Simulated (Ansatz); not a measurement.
All numbers below come from DFT PBE, scalar-relativistic, plane waves, PAW (Ansatz). Settings: cutoff 420 eV, Γ-centred meshes spaced at most about 0.3 Å⁻¹, and about 0.25 Å⁻¹ or finer for metals (2π included), Gaussian smearing. No spin polarisation in the final relaxations.

Each of these unrelaxed guesses is relaxed in cell and atoms within its symmetry. A guess keeps its type if space group and coordination stay and the shape of the cell changes little (axis ratios within about 15 %, angles within 6°); the volume may change.

1. KY3Hg

```cif
data_structure
_symmetry_space_group_name_H-M 'P4/mmm'
_symmetry_Int_Tables_number 123
_cell_length_a 5.5651
_cell_length_b 5.5651
_cell_length_c 5.3075
_cell_angle_alpha 90.000
_cell_angle_beta 90.000
_cell_angle_gamma 90.000
_cell_volume 164.38
loop_
_atom_site_label
_atom_site_type_symbol
_atom_site_symmetry_multiplicity
_atom_site_Wyckoff_symbol
_atom_site_fract_x
_atom_site_fract_y
_atom_site_fract_z
_atom_site_occupancy
K1 K 1 c 0.50000 0.50000 0.00000 1
Y1 Y 2 f 0.00000 0.50000 0.00000 1
Y2 Y 1 a 0.00000 0.00000 0.00000 1
Hg1 Hg 1 d 0.50000 0.50000 0.50000 1
```

2. Al2OsN3 (collinear spin from parallel moments)

```cif
data_structure
_symmetry_space_group_name_H-M 'R-3m:H'
_symmetry_Int_Tables_number 166
_cell_length_a 4.6834
_cell_length_b 4.6834
_cell_length_c 11.4157
_cell_angle_alpha 90.000
_cell_angle_beta 90.000
_cell_angle_gamma 120.000
_cell_volume 216.85
loop_
_atom_site_label
_atom_site_type_symbol
_atom_site_symmetry_multiplicity
_atom_site_Wyckoff_symbol
_atom_site_fract_x
_atom_site_fract_y
_atom_site_fract_z
_atom_site_occupancy
Al1 Al 6 c 0.33333 0.66667 0.28375 1
Os1 Os 3 a 0.00000 0.00000 0.00000 1
N1 N 9 d 0.33333 0.16667 0.16667 1
```

3. Zn2In2Cl5

```cif
data_structure
_symmetry_space_group_name_H-M 'Cmmm'
_symmetry_Int_Tables_number 65
_cell_length_a 6.1704
_cell_length_b 6.9064
_cell_length_c 10.1389
_cell_angle_alpha 90.000
_cell_angle_beta 90.000
_cell_angle_gamma 90.000
_cell_volume 432.07
loop_
_atom_site_label
_atom_site_type_symbol
_atom_site_symmetry_multiplicity
_atom_site_Wyckoff_symbol
_atom_site_fract_x
_atom_site_fract_y
_atom_site_fract_z
_atom_site_occupancy
Zn1 Zn 4 g 0.19246 0.00000 0.00000 1
In1 In 4 k 0.00000 0.00000 0.79688 1
Cl1 Cl 8 n 0.50000 0.26991 0.09035 1
Cl2 Cl 2 b 0.50000 0.00000 0.00000 1
```

4. KCd2P2

```cif
data_structure
_symmetry_space_group_name_H-M 'P-6m2'
_symmetry_Int_Tables_number 187
_cell_length_a 4.3941
_cell_length_b 4.3941
_cell_length_c 8.5926
_cell_angle_alpha 90.000
_cell_angle_beta 90.000
_cell_angle_gamma 120.000
_cell_volume 143.68
loop_
_atom_site_label
_atom_site_type_symbol
_atom_site_symmetry_multiplicity
_atom_site_Wyckoff_symbol
_atom_site_fract_x
_atom_site_fract_y
_atom_site_fract_z
_atom_site_occupancy
K1 K 1 e 0.66667 0.33333 0.00000 1
Cd1 Cd 1 f 0.66667 0.33333 0.50000 1
Cd2 Cd 1 c 0.33333 0.66667 0.00000 1
P1 P 2 g 0.00000 0.00000 0.70553 1
```

Task: Which keep their type?

Result: Guess 1 keeps its type.

| guess | kept | start group | end group | V start (Å³/atom) | V end | b/a and c/a, end over start | nearest neighbours start | nearest neighbours end |
| --- | --- | --- | --- | --- | --- | --- | --- | --- |
| 1 | yes | P4/mmm | P4/mmm | 32.9 | 51.2 | 1.00, 0.93 | Hg 2, K 6, Y 4 | Hg 2, K 6, Y 4 |
| 2 | no | R-3m | R-3m | 12.0 | 11.3 | 1.00, 0.56 | Al 16, N 6, Os 6 | Al 3, N 4, Os 6 |
| 3 | no | Cmmm | Cmmm | 24.0 | 58.9 | 1.55, 1.07 | Cl 3/6, In 2, Zn 1 | Cl 2/3, In 2, Zn 2 |
| 4 | no | P-6m2 | P-6m2 | 28.7 | 27.5 | 1.00, 0.64 | Cd 3/6, K 3, P 4 | Cd 3/8, K 5, P 1 |

Neighbours count within 15 % of an atom's shortest distance; end groups are read at 0.02 Å (0.05 Å in metals).

No dispersion correction is applied, so the spacing and binding between layers, chains or molecules are poorly described (Zn2In2Cl5 Cmmm). These runs have no spin–orbit coupling, which can matter for Hg and Os. In Zn2In2Cl5 Cmmm, KCd2P2 P-6m2 an odd number of electrons in the primitive cell allows no gap without spin; a larger cell or a magnetic state could open one. A magnetic state wasn't ruled out in cells without spin, among them KY3Hg P4/mmm, KCd2P2 P-6m2. Cells relaxed within their symmetry can be saddle points.

In counts of neighbours, a slash parts the counts of unlike sites.
